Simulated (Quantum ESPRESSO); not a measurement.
Simulation results for TiInOs4PdRh (simulated cell)

All values are calculated (Quantum ESPRESSO 7.5). Calculation on a made-up metal alloy cell, not a measurement, run again with a planted mistake, found by running each candidate: no spin or spin-orbit, unrelaxed, 2900 K smearing, stress positive in tension, cell energy less the intended atoms' offsets; periodic Kohn-Sham density functional theory in plane waves with PseudoDojo standard norm-conserving scalar-relativistic pseudopotentials, each functional with its own files (v0.5 for PBE, v0.4.1 for LDA and PBEsol), eight atoms on drawn sites of a strained close-packed or body-centred lattice, each displaced and held fixed; the energy is the cell's free energy, ions and the entropy term -TS included, at the stated Fermi-Dirac width, less a fixed offset for each atom's element (shifted free energy); compositions with an open d shell lost a parallel starting moment in a cheaper test run, and other magnetic orders were not tried; an error bar is the largest change of its kind in a tighter rerun, never given below 0.002 eV, 0.02 GPa or 0.003 eV/angstrom, and covers cutoff and k-mesh only, not smearing or the files.

```cif
# cell vector a (Å): 0.0202 1.9843 2.0036
# cell vector b (Å): -3.9512 3.9071 -3.9862
# cell vector c (Å): -3.9641 -3.9540 3.9522
data_TiInOs4PdRh
_symmetry_space_group_name_H-M 'P 1'
_symmetry_Int_Tables_number 1
_cell_length_a 2.8200
_cell_length_b 6.8387
_cell_length_c 6.8533
_cell_angle_alpha 109.364
_cell_angle_beta 90.022
_cell_angle_gamma 90.932
_cell_volume 124.67
loop_
_atom_site_label
_atom_site_type_symbol
_atom_site_fract_x
_atom_site_fract_y
_atom_site_fract_z
_atom_site_occupancy
Os1 Os 0.00637 0.00631 0.00726 1
Ti1 Ti 0.99460 0.24691 0.74559 1
Os2 Os 0.99679 0.51409 0.50992 1
Pd1 Pd 0.00220 0.74727 0.25066 1
Os3 Os 0.52483 0.11809 0.35567 1
In1 In 0.51199 0.37963 0.14029 1
Rh1 Rh 0.51678 0.63157 0.89114 1
Os4 Os 0.49194 0.88329 0.62821 1
_calc_lattice_type 'face-centred cubic'
_calc_intended_functional 'pbe'
_calc_cutoff 1197  # eV
_calc_fermi_dirac_smearing 0.25  # eV
_calc_intended_electrons_removed 0
_calc_healthy_entropy_term_negative_ts -1.685  # eV
_calc_healthy_pressure -3.48  # GPa
_calc_healthy_stress_xx 3.52  # GPa
_calc_healthy_stress_yy 2.97  # GPa
_calc_healthy_stress_zz 3.96  # GPa
_calc_healthy_stress_yz -0.78  # GPa
_calc_healthy_stress_xz 2.21  # GPa
_calc_healthy_stress_xy 0.12  # GPa
_calc_faulty_entropy_term_negative_ts -1.567  # eV
_calc_faulty_pressure 10.44  # GPa
_calc_faulty_stress_xx -10.43  # GPa
_calc_faulty_stress_yy -11.08  # GPa
_calc_faulty_stress_zz -9.81  # GPa
_calc_faulty_stress_yz -0.72  # GPa
_calc_faulty_stress_xz 2.68  # GPa
_calc_faulty_stress_xy 0.28  # GPa
_calc_candidate_first_exchanged_site 3
_calc_candidate_second_exchanged_site 4
_calc_candidate_length_scale_change -1.76  # percent
_calc_candidate_functional 'lda'
_calc_candidate_wrong_element_site 8
_calc_candidate_wrong_element 'Li'
_calc_candidate_misplaced_site 4
_calc_candidate_misplaced_along 'x'
_calc_candidate_misplaced_by -0.13  # angstrom
_calc_k_mesh '8 x 4 x 4 shifted half a step off Gamma on each axis'
_calc_structure_shown 'the intended cell'
_calc_healthy_shifted_free_energy -0.229  # eV
_calc_faulty_shifted_free_energy -0.102  # eV
_calc_fault_kind 'cell scaled (length scale change -1.76 percent)'
```

Atoms:
```csv
atoms element,atom site,atom energy offset (eV)
Os,1,-2753.07
Ti,2,-1615.4
Os,3,-2753.07
Pd,4,-3687.45
Os,5,-2753.07
In,6,-1808.02
Rh,7,-3191.96
Os,8,-2753.07
```

Healthy forces:
```csv
site,x (eV/Å),y (eV/Å),z (eV/Å)
1,1.711,0.223,-0.006
2,0.593,0.783,-0.623
3,-1.236,-1.343,1.49
4,-1.287,0.276,-0.058
5,-1.273,-1.407,0.944
6,0.053,0.702,-0.988
7,1.41,0.827,-1.242
8,0.03,-0.06,0.483
```

Faulty forces:
```csv
site,x (eV/Å),y (eV/Å),z (eV/Å)
1,2.073,0.373,-0.098
2,0.461,0.9,-0.706
3,-1.296,-1.577,1.79
4,-1.37,0.297,-0.031
5,-1.719,-1.761,1.179
6,0.177,0.925,-1.274
7,1.657,0.83,-1.339
8,0.016,0.013,0.478
```

Candidate mistake: atoms exchanged, cell scaled, wrong functional, wrong element, atom misplaced

Notes: heavy elements are run without spin-orbit coupling, which real alloys of them have; a spin test at this wide smearing found no moment, but such smearing suppresses magnetism that the real alloy may have; another functional or element uses other pseudopotential files, so its energy jump is mostly a change of zero; lattice, volume and sites are drawn at random and may be unstable or far from any real phase; energies are for the whole cell, less offsets fitted to these runs, so they are not formation energies; error bars of the healthy run: energy 0.002 eV, stress 0.066 GPa, force 0.011 eV/Å, from a tighter rerun of this or a related cell; largest difference from healthy 213 error bars; largest difference from nearest other mistake 213 error bars.
